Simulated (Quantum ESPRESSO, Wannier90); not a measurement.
Tight-binding from DFT: YN (rock salt)

```
CELL_PARAMETERS angstrom
      0.00000     2.44836     2.44836
      2.44836     0.00000     2.44836
      2.44836     2.44836     0.00000
ATOMIC_POSITIONS crystal
  Y  0.00000 0.00000 0.00000
  N  0.50000 0.50000 0.50000
```

Structure: Materials Project mp-2114, symmetrised, not relaxed again. COD (Crystallography Open Database) has an entry of this formula and space group (matched by these alone). Level: PBEsol, spinors with spin-orbit coupling; pw.x of Quantum ESPRESSO at 68 Ry with PseudoDojo potentials, 8×8×8 k-points, Wannier90. Density: 12×12×12 mesh, Gaussian smearing 0.01 Ry. The gap is small at this level and was sampled on the meshes and a path alone.

Base run: 16 functions from bands 11-44 of the 44 computed, start hydrogen-like Y: d; N: p, centres 0.05 Å off the atoms, frozen window up to 1.61 eV relative to the valence-band maximum, outer window open. Rows change the key named; with other orbitals the number of functions and the frozen window follow, as listed; window edges are relative to the valence-band maximum. The misfit compares interpolated bands with pw.x on a high-symmetry path, for states up to 1.1 eV relative to the valence-band maximum. Converged means that the tolerances were met: symmetric starts can stop on a saddle, which shows as a larger Ω_OD at equal Ω_I and can move the misfit too.

Rows with other orbitals or bands describe another subspace, so their Ω_I can't be set against the base's. Runs that didn't settle are not listed.

```
setting                                                        orbitals  bands  functions  frozen to (eV)  Ω_I (Å²)  Ω_D (Å²)  Ω_OD (Å²)  rms misfit (meV)  worst (meV)            ended
-----------------------------------------------------  ----------------  -----  ---------  --------------  --------  --------  ---------  ----------------  -----------  ---------------
base                                                           Y d, N p  11-44         16            1.61     20.78      0.00       0.33                21          202        converged
num_iter = 0 (projection only), orbitals on the atoms          Y d, N p  11-44         16            1.61     20.78      0.00       0.36                21          206  no minimisation
start: the same orbitals exactly on the atoms                  Y d, N p  11-44         16            1.61     20.78      0.00       0.33                21          201        converged
other orbitals: Y: d; N: s;p                                  Y d, N sp   9-44         18            1.61     19.69      0.00       1.60                18          204        converged
start: atomic waves of the pseudopotential files       Y 4d, Y 5s, N 2p  11-44         18            1.61     25.66      0.00       0.43                20          197        converged
```
